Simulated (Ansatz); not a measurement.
input.yaml (Ansatz)

```yaml
crystal:
  lattice:
    - [2.9329855675, 0.0, 0.0]
    - [-1.4664927838, 2.5400400104, 0.0]
    - [0.0, 0.0, 9.5310345304]
  atoms:
    - { symbol: Ga, position: [0.0, 0.0, 1.0] }
    - { symbol: Ga, position: [1.0, 1.0, 0.5] }
    - { symbol: Ga, position: [0.3333333333, 0.6666666667, 0.25] }
    - { symbol: Ga, position: [0.6666666667, 0.3333333333, 0.75] }
hamiltonian:
  xc: pbesol
  pseudopotentials:
    kind: paw
    azcp:
      Ga: "pseudopotentials/Ga.paw.azcp"
basis:
  ecutwfc: 420
  fft_grid_basis: typed
kpoints:
  mp_grid: { grid: [16, 16, 5], shift: [0, 0, 0] }
magnetization:
  spin_polarized: false
scf:
  occupations: { method: fermi_dirac, width: 0.1 }
output:
  write_density: true
  write_potential: true
  elf: true
  volumetric_format: npy
```

Terminal output

```
Warning: the record states the generating functional pbe (its physics header spells it `PBE`), which answers neither for hamiltonian.xc's functional nor for the pbesol family's — results may be inconsistent (PPs are generated against a specific XC)
Engine: ansatz 0.2.0, aarch64-unknown-linux-gnu
Pseudopotentials: kind: paw
Pseudopotential: Ga, paw, valence charge 13, recommended cutoff 420 eV (normal) 
Functional definition: PBEsol
  exchange = pbesol_x
  correlation = pbesol_c
Crystal: 4 atoms, lattice volume = 71.005 Å³
Basis set: ecut = 420 eV, 1387 PW (Γ)
Bands: 32, of which v1, the nominal top of the filled ones, is band 26 counted from 1 (25 counted from 0)
Symmetry: 24 space group operations
Space group: P63/mmc (ITA 194), of the structure as read, at distance tolerance 4.1e-5 Å
k-points: 90 of 1280
Non-local potential: Ga, projectors of the file, l = 0: 2, l = 1: 2, l = 2: 3, l = 3: 1
PAW form: soft (Blöchl's): semilocal exchange-correlation on the pseudo side does not see the compensation charge
PAW frozen core: Ga, regenerated for the run's functional, and the local potential with it (the file was generated under x = pbe(κ = 0.804, μ = 0.2195149727645171), c = pbe(β = 0.06672455060314922))
PAW one-centre angular grid: Ga, 590 points (default); XC on 64 Gauss nodes
Initial density: superposition of atomic densities (neutral atoms: chi_scale 0, normalization atom), corrected by the library's trained network
Initial wavefunctions: pseudopotential atomic-orbital guess
Functional: x = pbesol(κ = 0.804, μ = 0.12345679012345678), c = pbesol(β = 0.046)
SCF iter   1: F=—  HF=-14972.751041 eV  |F-HF|=—  |Δ(HF+E_count)|=         —  Δρ=1.63e-3  dr2=1.39e-3  ethr=1.77e-3  ⟨swp⟩=5.7  Hψ=11251  notcnv=0  defer=2
SCF iter   2: F=—  HF=-14972.747787 eV  |F-HF|=—  |Δ(HF+E_count)|=   3.25e-3  Δρ=8.19e-4  dr2=4.47e-4  ethr=2.68e-6  ⟨swp⟩=2.0  Hψ=5502  notcnv=0  defer=4
SCF iter   3: F=—  HF=-14972.747747 eV  |F-HF|=—  |Δ(HF+E_count)|=   4.03e-5  Δρ=3.28e-4  dr2=1.05e-4  ethr=8.59e-7  ⟨swp⟩=2.0  Hψ=5184  notcnv=0  defer=4
SCF iter   4: F=—  HF=-14972.747721 eV  |F-HF|=—  |Δ(HF+E_count)|=   2.58e-5  Δρ=1.11e-4  dr2=1.14e-5  ethr=2.01e-7  ⟨swp⟩=2.0  Hψ=4963  notcnv=0  defer=4
SCF iter   5: F=—  HF=-14972.747714 eV  |F-HF|=—  |Δ(HF+E_count)|=   7.14e-6  Δρ=1.16e-4  dr2=4.15e-6  ethr=2.19e-8  ⟨swp⟩=2.0  Hψ=5193  notcnv=0  defer=4
SCF iter   6: F=—  HF=-14972.747712 eV  |F-HF|=—  |Δ(HF+E_count)|=   1.96e-6  Δρ=7.11e-5  dr2=1.69e-6  ethr=7.98e-9  ⟨swp⟩=2.0  Hψ=4629  notcnv=0  defer=4
SCF iter   7: F=—  HF=-14972.747710 eV  |F-HF|=—  |Δ(HF+E_count)|=   1.34e-6  Δρ=1.25e-5  dr2=6.94e-8  ethr=1.92e-10  ⟨swp⟩=3.1  Hψ=10221  notcnv=0
SCF iter   8: F=-14972.747710 eV  HF=-14972.747710 eV  |F-HF|=1.15e-9  |Δ(HF+E_count)|=   4.98e-8  Δρ=2.13e-6  dr2=1.87e-9  ethr=1.33e-10  ⟨swp⟩=3.0  Hψ=7389  notcnv=0
SCF 1 converged in 8 iterations: F = -14972.747710 eV  dr2 = 1.87e-9
SCF converged after 8 iterations
Free energy (F): -14972.747710 eV
Harris-Foulkes:  -14972.747710 eV  (|F-HF|=1.15e-9)
Internal energy: -14972.698884 eV  (E = F + TS)
E sigma→0 (E₀):  -14972.723297 eV
Entropy (-TS):   -0.048827 eV (-12.207 meV/atom)
Fermi energy:    10.446037 eV
--- Per-component energies (eV) ---
  E_band       = -106.666155
  E_kinetic    = 461.254953
  E_local      = -6957.618498  (includes V_loc(G=0)·N_el)
  E_nonlocal   = 1693.676420
  E_hartree    = 3276.703869
  E_xc         = -276.800764
  E_vxc        = -235.088541  (∫ρ·V_xc dr)
  E_paw        = -7784.624920  (= ΣΔE_a)
  E_vpaw       = -1622.300049  (= ΣTr[D̂ρ^β])
  E_aug_tail   = -0.000504  (compensation charges beyond the density's cutoff)
  E_ewald      = -5388.741351
  E_core_change = 3.451911  (= ΣΔE_core)
  E_smearing   = -0.048827  (= −TS)
  E_closure    = -0.000000  (closes the sum)
  Σ components = -14972.747710   (vs F -14972.747710, Δ=0.00e0)
--- Band table (eV; the first three rows and the last of 90) ---
  k-point 0: bands = ["-4.5981", "-4.5442", "-4.5242", "-4.5016", "-4.5016", "-4.4933", "-4.4888", "-4.4888", "-4.4649", "-4.4649", "-4.4521", "-4.4521", "-4.3854", "-4.3854", "-4.3186", "-4.3186", "-4.3075", "-4.3075", "-4.2393", "-4.2393", "-1.1148", "0.5929", "0.6064", "5.4716", "6.1607", "14.2763", "14.2849", "20.5889", "20.5889", "21.4633", "21.4633", "21.7728"]
  k-point 1: bands = ["-4.5947", "-4.5547", "-4.5158", "-4.4988", "-4.4988", "-4.4943", "-4.4869", "-4.4869", "-4.4681", "-4.4681", "-4.4568", "-4.4568", "-4.3797", "-4.3797", "-4.3331", "-4.3331", "-4.2916", "-4.2916", "-4.2433", "-4.2433", "-1.0474", "-0.0222", "1.3621", "4.4596", "7.3038", "12.3566", "16.3050", "20.6368", "20.6368", "21.2631", "21.2631", "21.9825"]
  k-point 2: bands = ["-4.5851", "-4.5709", "-4.5051", "-4.4980", "-4.4914", "-4.4914", "-4.4845", "-4.4845", "-4.4728", "-4.4728", "-4.4664", "-4.4664", "-4.3665", "-4.3665", "-4.3504", "-4.3504", "-4.2717", "-4.2717", "-4.2547", "-4.2547", "-0.8441", "-0.5030", "2.2635", "3.3002", "8.8557", "10.5453", "18.4070", "20.5310", "20.7763", "20.7763", "20.9944", "20.9944"]
  k-point 89: bands = ["-4.5958", "-4.5942", "-4.5394", "-4.5206", "-4.4884", "-4.4743", "-4.4555", "-4.4552", "-4.4213", "-4.4089", "-4.3919", "-4.3837", "-4.3536", "-4.3486", "-4.3272", "-4.3252", "-4.2644", "-4.2556", "-4.2335", "-4.2333", "6.1293", "6.4412", "7.3825", "7.5134", "8.3795", "8.5252", "9.3783", "10.3128", "10.7365", "11.1207", "11.7345", "12.0946"]
```
